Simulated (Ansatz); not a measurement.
TePb2S:
```
CELL_PARAMETERS angstrom
      4.38972     0.00000     0.00000
      0.00000     4.38972     0.00000
      0.00000     0.00000     6.21042
ATOMIC_POSITIONS crystal
  Te 0.50000 0.50000 0.00000
  Pb 0.00000 0.00000 0.00000
  Pb 0.50000 0.50000 0.50000
  S  0.00000 0.00000 0.50000
```

Relaxed with PBEsol. Special points in fractions of this cell's reciprocal vectors: Γ (0.000, 0.000, 0.000); X (0.000, 0.500, 0.000); M (0.500, 0.500, 0.000); Z (0.000, 0.000, 0.500); R (0.000, 0.500, 0.500); A (0.500, 0.500, 0.500).

**Question.** List the band energies nearest the Fermi level at these points for plane-wave PAW PBEsol with spin–orbit coupling (Ansatz code).

**Answer.** In eV from the Fermi level; about four levels below and three above (degenerate sets whole), none deeper than 8.9 eV; points with the same levels are listed once.

| k | below | above |
|---|---|---|
| Γ | -1.53 -1.53 -1.51 -1.51 | 2.82 2.82 3.40 3.40 |
| X | -0.95 -0.95 -0.50 -0.50 | 0.89 0.89 1.29 1.29 |
| M | -2.88 -2.88 -2.80 -2.80 | 3.48 3.48 3.48 3.48 |
| Z | -1.67 -1.67 -1.53 -1.53 | 1.91 1.91 2.58 2.58 |
| R | -0.42 -0.42 -0.02 -0.02 | 0.23 0.23 0.26 0.26 |
| A | -0.98 -0.98 -0.30 -0.30 | 1.57 1.57 1.66 1.66 |

Space group P4/mmm. The first step of the workflow began from a Materials Project structure, measured or hypothetical; the Crystallography Open Database copy checked does not list it. With Te and S taken as one species the cell has the higher symmetry Fm-3m, so it may be an ordered model of a mixed-site phase. Whether it is the stable phase at ambient conditions was not checked. The cell was relaxed with PBEsol under the symmetry of its start. At this level the phase is dynamically unstable (imaginary phonons). The Fermi level of a semimetal is unsure by some 0.05 eV on such meshes.

Potentials: the later of the program's two PAW sets.
